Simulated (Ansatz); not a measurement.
A geometry of Fe away from equilibrium: step 4 of the relaxation of a generated trial cell of Fe in the AFLOW prototype A_cI16_220_c (as in Li). Level of theory: r2SCAN (plane waves to 500 eV, PAW, scalar-relativistic; Ansatz, a first-principles code). Γ-centred k-mesh 8×8×8 on the run's cell (coarser than for final values), Fermi–Dirac smearing 0.05 eV.

```
CELL_PARAMETERS angstrom
     -2.87533     2.87533     2.87533
      2.87533    -2.87533     2.87533
      2.87533     2.87533    -2.87533
ATOMIC_POSITIONS crystal
  Fe 0.49162 0.49162 0.49162
  Fe 0.50000 0.00000 0.00838
  Fe 0.00000 0.00838 0.50000
  Fe 0.00838 0.50000 0.00000
  Fe 0.99162 0.99162 0.99162
  Fe 0.50000 0.00000 0.50838
  Fe 0.00000 0.50838 0.50000
  Fe 0.50838 0.50000 0.00000
```
Spin-polarised start, with parallel moments on Fe.

### Question
Predict the force on each atom, in eV/Å.

### Answer
| atom | Fx | Fy | Fz |
|---|---|---|---|
| Fe1 | 0.12 | 0.12 | 0.12 |
| Fe2 | -0.12 | -0.12 | 0.12 |
| Fe3 | -0.12 | 0.12 | -0.12 |
| Fe4 | 0.12 | -0.12 | -0.12 |
| Fe5 | 0.12 | 0.12 | 0.12 |
| Fe6 | -0.12 | -0.12 | 0.12 |
| Fe7 | -0.12 | 0.12 | -0.12 |
| Fe8 | 0.12 | -0.12 | -0.12 |

### Question
What is the pressure?

### Answer
-1.8 GPa, compression positive.

### Question
How far above the relaxed end point is this geometry?

### Answer
0.01 eV/atom; the path ends in Im-3m (No. 229) (bcc (W type)).

Spin state reached: ferromagnetic (net 2.64 μB/atom), from parallel starting moments; other spin orders were not run from this start. r2SCAN tends to overstate moments in metals.

The run could not lose the symmetry of its start; a randomly shaken copy of 2 atoms returns to this structure.
